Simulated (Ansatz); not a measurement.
A geometry of La$_{2}$O$_{3}$ away from equilibrium: step 2 of the relaxation of a randomly generated symmetric cell of La2O3 (space group No. 194). Method: r2SCAN (plane waves to 500 eV, PAW, scalar-relativistic; Ansatz, a quantum-chemistry and plane-wave program). Γ-centred k-mesh 8×8×4 on the run's cell, Fermi–Dirac smearing 0.05 eV. The plane waves were selected for a different cell earlier on the path.

```xyz
10
Lattice="4.4578 0.0000 0.0000 -2.2289 3.8605 0.0000 0.0000 0.0000 9.7809" Properties=species:S:1:pos:R:3 pbc="T T T"
La     0.0000     0.0000     0.0000
La     0.0000     0.0000     4.8904
La     0.0000     2.5737     2.4452
La     2.2289     1.2868     7.3356
O      0.0000     0.0000     2.4452
O      0.0000     0.0000     7.3356
O      0.0000     2.5737     6.5537
O      0.0000     2.5737     8.1175
O      2.2289     1.2868     3.2271
O      2.2289     1.2868     1.6633
```

Task: Give the Cartesian forces on all atoms (eV/Å).

Result: 
```csv
atom,Fx,Fy,Fz
La1,0.00,0.00,0.00
La2,0.00,0.00,0.00
La3,0.00,0.00,0.00
La4,0.00,0.00,0.00
O5,0.00,0.00,0.00
O6,0.00,0.00,0.00
O7,0.00,0.00,-1.79
O8,0.00,0.00,1.79
O9,0.00,0.00,1.79
O10,0.00,0.00,-1.79
```

The path ends in P6₃/mmc (No. 194). No spin polarisation in the result.

The run could not lose the symmetry of its start: the end is stationary, and may be a saddle point rather than a minimum.

The end of the path is a generated cell of La2O3: the first start was made by a random draw of sites in a space group, and the end was not matched to a known phase here, so it may be hypothetical. Known forms of La2O3 include space group No. 164.
